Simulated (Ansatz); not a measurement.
A relaxation computed with Ansatz, from input to last step.

```yaml
crystal:
  lattice:
    - [-2.5190852707, 2.5190852707, 3.6907223613]
    - [2.5190852707, -2.5190852707, 3.6907223613]
    - [2.5190852707, 2.5190852707, -3.6907223613]
  atoms:
    - { symbol: Si, position: [0.0, 0.0, 0.0] }
    - { symbol: Si, position: [0.75, 0.25, 0.5] }
    - { symbol: O, position: [0.9630318137, 0.625, 0.8380318137] }
    - { symbol: O, position: [0.375, 0.2130318137, 0.3380318137] }
    - { symbol: O, position: [0.7869681863, 0.125, 0.1619681863] }
    - { symbol: O, position: [0.875, 0.0369681863, 0.6619681863] }
basis:
  ecutwfc: 420
kpoints:
  mp_grid: { grid: [8, 8, 8] }
hamiltonian:
  xc: lda
scf:
  occupations: { method: gaussian, width: 0.02 }
output:
  forces: true
  stress: true
  eigenvalues: true
relax:
  adjacent_minimum: "off"
  f_tol: 0.01
  max_steps: 30
  cell: { stress_tol: 0.1, fix: [volume] }
```

```bash
ansatz run input.yaml --threads 1 --pin off --max-ram 2560MiB --backend cpu --events-out ev --progress --plain --runs-dir out
```

Method: DFT LDA, scalar-relativistic, plane waves, PAW (Ansatz).

The volume is held at 1.06 times that of the relaxed cell.

Of 5 frames 4 are shown, positions in Å and forces in eV/Å; the SCF threshold varies from step to step. Steps run on the plane waves of an earlier cell, with a Pulay correction in the pressure. The basis is chosen afresh for the last frame, the zero of the energies, and at times for earlier ones too; energy and pressure step there, also at an unchanged geometry.

```xyz
6
Lattice="-2.5191 2.5191 3.6907 2.5191 -2.5191 3.6907 2.5191 2.5191 -3.6907" Properties=species:S:1:pos:R:3:forces:R:3 pbc="T T T" step=1 free_energy_over_end_meV_per_atom=5.60 pressure_GPa=-4.98
Si    0.0000    0.0000    0.0000    0.0000    0.0000    0.0000
Si    0.0000    2.5191    1.8454    0.0000    0.0000    0.0000
O     1.2595    2.9626    2.7680    0.0000   -0.2823    0.0000
O     0.4435    1.2595    0.9227   -0.2823    0.0000    0.0000
O    -1.2595    2.0756    2.7680    0.0000    0.2823    0.0000
O    -0.4435    3.7786    0.9227    0.2823    0.0000    0.0000
6
Lattice="-2.5219 2.5219 3.6824 2.5219 -2.5219 3.6824 2.5219 2.5219 -3.6824" Properties=species:S:1:pos:R:3:forces:R:3 pbc="T T T" step=2 free_energy_over_end_meV_per_atom=4.03 pressure_GPa=-4.40
Si    0.0000    0.0000    0.0000    0.0000    0.0000    0.0000
Si    0.0000    2.5219    1.8412    0.0000    0.0000    0.0000
O     1.2610    2.9568    2.7618    0.0000   -0.2378    0.0000
O     0.4349    1.2610    0.9206   -0.2378    0.0000    0.0000
O    -1.2610    2.0870    2.7618    0.0000    0.2378    0.0000
O    -0.4349    3.7829    0.9206    0.2378    0.0000    0.0000
6
Lattice="-2.5265 2.5265 3.6690 2.5265 -2.5265 3.6690 2.5265 2.5265 -3.6690" Properties=species:S:1:pos:R:3:forces:R:3 pbc="T T T" step=3 free_energy_over_end_meV_per_atom=0.06 pressure_GPa=-1.47
Si    0.0000    0.0000    0.0000    0.0000    0.0000    0.0000
Si    0.0000    2.5265    1.8345    0.0000    0.0000    0.0000
O     1.2633    2.9154    2.7517    0.0000   -0.0259    0.0000
O     0.3889    1.2633    0.9172   -0.0259    0.0000    0.0000
O    -1.2633    2.1377    2.7517    0.0000    0.0259    0.0000
O    -0.3889    3.7898    0.9172    0.0259    0.0000    0.0000
6
Lattice="-2.5270 2.5270 3.6677 2.5270 -2.5270 3.6677 2.5270 2.5270 -3.6677" Properties=species:S:1:pos:R:3:forces:R:3 pbc="T T T" step=5 free_energy_over_end_meV_per_atom=0.00 pressure_GPa=-1.06
Si    0.0000    0.0000    0.0000    0.0000    0.0000    0.0000
Si    0.0000    2.5270    1.8338    0.0000    0.0000    0.0000
O     1.2635    2.9093    2.7508    0.0000    0.0005    0.0000
O     0.3823    1.2635    0.9169    0.0005    0.0000    0.0000
O    -1.2635    2.1447    2.7508    0.0000   -0.0005    0.0000
O    -0.3823    3.7905    0.9169   -0.0005    0.0000    0.0000
```

The run took 2.2 min on 1 thread of Intel(R) Xeon(R) Processor @ 2.50GHz (Skylake/Cascade Lake) (shared host), peak memory 0.4 GiB.